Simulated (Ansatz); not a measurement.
**Question.** AlP (NiAs type, space group No. 194) is relaxed with the program Ansatz at the PBE level (PAW). What lattice parameters of the conventional cell result?

**Answer.** a = 3.604 Å, c = 5.777 Å.

**Question.** Is it a metal or does it have a gap at this level?

**Answer.** No gap at this level.

Space group P6_3/mmc (NiAs type). The start of the workflow was typed in or built on a structure type; neither database checked (COD, Materials Project) lists it. It is not the phase usual at ambient conditions (space group No. 216). Symmetry was held in the PBE relaxation; whether a distortion lowers the energy is not shown.

Potentials: the later of the program's two PAW sets.
